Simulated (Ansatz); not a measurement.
## NiI3 (ReO3-type structure)

The computed numbers are results of PBE+U (U_eff = 6.2 eV on Ni 3d), scalar-relativistic (collinear spin) in the plane-wave PAW code Ansatz at 420 eV, 4×4×4 k-mesh, Gaussian smearing of 0.05 eV; PAW files: Ansatz's generated set soft_2.

```
CELL_PARAMETERS angstrom
5.55900 0.00000 0.00000
0.00000 5.55900 0.00000
0.00000 0.00000 5.55900
ATOMIC_POSITIONS crystal
Ni 0.00000 0.00000 0.00000
I 0.50000 0.00000 0.00000
I 0.00000 0.00000 0.50000
I 0.00000 0.50000 0.00000
```

The start was a prototype's sites filled with these elements, not a measured cell. The ideal cubic cell shuts out tilts of the octahedra, which such structures often take.

Starting moments: Ni 1.8 μB on each such atom, all parallel.

The open shells were started in several ways at this geometry:
- carried from the relaxation
- from atoms, symmetry kept, no search for lower states
- from atoms, default search
- from atoms, wider search

Question: Do they end in different states?

Answer: No. All 4 end within 0.5 meV/atom, with a gap of zero (metallic), spin moments Ni 1.65 μB and occupations Ni1 up: 0.99 0.99 1.00 1.00 1.00; Ni1 down: 0.20 0.20 1.00 1.00 1.00.

With a Hubbard U or exact exchange the result depends on the state in which the open shell ends, and a lower one can't be excluded. For elements this heavy, spin–orbit coupling would shift levels and gaps; it isn't included here. Site moments are of spin, integrated over atomic spheres. The k-mesh is coarse, so small energy differences aren't converged.
